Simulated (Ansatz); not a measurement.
ZnInGaO₄:
```
CELL_PARAMETERS angstrom
      1.65523     0.95565     8.58873
     -1.65523     0.95565     8.58873
      0.00000    -1.91130     8.58873
ATOMIC_POSITIONS crystal
  In 0.99693 0.99693 0.99693
  Ga 0.21289 0.21289 0.21289
  Zn 0.78125 0.78125 0.78125
  O  0.13652 0.13652 0.13652
  O  0.87897 0.87897 0.87897
  O  0.28863 0.28863 0.28863
  O  0.70480 0.70480 0.70480
```

Relaxed with r²SCAN.

**Question.** Give the Bader charges and basin volumes of the independent atoms, the program Ansatz at the r²SCAN level (PAW).

**Answer.** 

```json
[
 {"atom": "In1", "Bader charge (e)": "+1.96", "Bader volume (Å³)": "11.7"},
 {"atom": "Ga2", "Bader charge (e)": "+1.98", "Bader volume (Å³)": "8.0"},
 {"atom": "Zn3", "Bader charge (e)": "+1.31", "Bader volume (Å³)": "10.3"},
 {"atom": "O4", "Bader charge (e)": "-1.30", "Bader volume (Å³)": "12.9"},
 {"atom": "O5", "Bader charge (e)": "-1.34", "Bader volume (Å³)": "12.6"},
 {"atom": "O6", "Bader charge (e)": "-1.31", "Bader volume (Å³)": "12.6"},
 {"atom": "O7", "Bader charge (e)": "-1.30", "Bader volume (Å³)": "13.6"}
]
```

Space group R3m. The cell was relaxed with r²SCAN under the symmetry of its start.

Potentials: the later of the program's two PAW sets.
